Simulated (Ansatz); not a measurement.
Starting cell, Ir (fcc, Cu type):

```
Ir
1.0
    3.83046     0.00000     0.00000
    0.00000     3.83046     0.00000
    0.00000     0.00000     3.83046
Ir
4
Direct
  0.00000   0.00000   0.00000
  0.50000   0.50000   0.00000
  0.50000   0.00000   0.50000
  0.00000   0.50000   0.50000
```

In this cell atom 2 (Ir, nearest neighbour Ir at 2.709 Å; its periodic images, 3.8 Å or more away, move with it) is moved by s along Cartesian z, unit vector (0.000, 0.000, 1.000); all other atoms and the cell stay fixed.

Method: PBEsol (plane waves to 420 eV, PAW, scalar-relativistic; Ansatz, a first-principles code). k mesh 10×10×10 (Γ-centred), Fermi-Dirac smearing 0.05 eV. Energies are smeared free energies. With partly filled bands, energies and forces of such displacements shift with the k mesh and the smearing. Ir is run without spin polarisation. Ir was relaxed with its symmetry unable to fall. Spin-orbit coupling is left out, though Ir is heavy. The zero of ΔE is the undisplaced structure. The last digit holds for this mesh only.

```tsv
s (Å)	ΔE (meV/cell)
-0.270	551.1
-0.216	348.0
-0.162	194.1
-0.108	85.6
-0.054	21.2
0.000	0.0
0.054	21.2
0.108	85.6
0.162	194.1
0.216	348.0
0.270	551.1
```

Question: What force constant k = d²E/ds² at s = 0 does the table give?

Answer: 15 eV/Å². It is the second difference of the nearest points, corrected with the next pair.

Question: With k = 14.56 eV/Å² from the forces, is the well harmonic out to s = 0.270 Å?

Answer: ½ks² = 531 meV/cell against the computed 551 meV/cell, so the well is close to harmonic there.

(A displaced cell: forces are minus the slopes of the energy, force constants its curvatures, and phonons follow from these.)
